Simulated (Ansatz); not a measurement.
Trial structures of Sn2TeO3: starts and ends

Method: DFT PBE, scalar-relativistic, plane waves, PAW in Ansatz. All cells share a 420 eV cutoff and Γ-centred k meshes spaced at most about 0.3 Å⁻¹ (about 0.25 or finer for metals, 2π included). No spin polarisation in the final relaxations.

Each guess was relaxed in cell and atoms at zero pressure, within the symmetry of its start. Temperature and zero-point effects are left out. Coordination counts O or Te atoms around Sn (for each partner element, those within 1.25 times its shortest distance or 1.15 times the sum of covalent radii, where it is the nearest in units of that sum or under 1.3; a plus sign parts groups by distance over the sum of covalent radii).

```tsv
guess	made from	start group	V start (Å³/atom)	end group	V end (Å³/atom)	coordination at the end	gap on mesh (eV)	E over the lowest end (meV/atom)
1	Hf2GaSb3 type	P-4m2	17.6	P-4m2	18.2	Sn 1+4	0	0
2	random cell	P4mm	18.7	P4/mmm	27.8	Sn 2+2	0	334
3	Pr3MgAl2 type	P4/mmm	23.7	P4/mmm	19.7	Sn 4+4	0	336
4	NaSn2Pd3 type	P6mm	19.9	?	?	?	?	?
5	GdCo3B2 type	P6/mmm	17.2	P6/mmm	15.5	Sn 9	0	103
```

Guess 4 as it starts:

```xyz
6
Lattice="5.7190 0.0000 0.0000 -2.8595 4.9528 0.0000 0.0000 0.0000 4.2239" Properties=species:S:1:pos:R:3 pbc="T T T"
Sn    2.8595    1.6509    2.0957
Sn    0.0000    3.3018    2.0957
Te    0.0000    0.0000    0.8137
O    -1.4297    2.4764    4.2029
O     2.8595    0.0000    4.2029
O     1.4297    2.4764    4.2029
```

Problem. Predict the end of this guess and its energy over the lowest end.

Solution. It ends in space group P6mm (No. 183), with a = 6.302 Å, c = 3.145 Å, 18.0 Å³/atom and no gap. It lies 157 meV/atom over the lowest end, above guess 5 and below guess 2. Counting O or Te atoms around Sn, this end has Sn 3 and the lowest (guess 1) has Sn 1+4.

```
Sn Te O
1.0
     6.30167    0.00000    0.00000
    -3.15083    5.45740    0.00000
     0.00000    0.00000    3.14466
Sn Te O
2 1 3
Direct
  0.66667 0.33333 0.42835
  0.33333 0.66667 0.42835
  0.00000 0.00000 0.07769
  0.00000 0.50000 0.07854
  0.50000 0.00000 0.07854
  0.50000 0.50000 0.07854
```

Formation energies are uncorrected and refer to the elements' standard structures at the same level (O₂ as a molecule). The references include grey tin.

Problem. Is the lowest end bound against the elements?

Solution. Yes: its formation energy is −0.74 eV/atom. Whether it is stable depends on the other phases of the system, which aren't compared here.

For metals, differences of a few meV/atom aren't resolved. Weakly bound directions are ill-defined at this level, which has no dispersion term (P-4m2, P4/mmm at 19.7 Å³/atom), and this can change margins and order among such cells. These runs have no spin–orbit coupling, which can matter for Te. The reference form of Te is held partly by dispersion forces, which this level lacks. Cells relaxed within their symmetry can be saddle points. A lower structure may well exist outside this small set. Some structure types and database cells were kept out of the candidates from the start, so a known form may be missing.
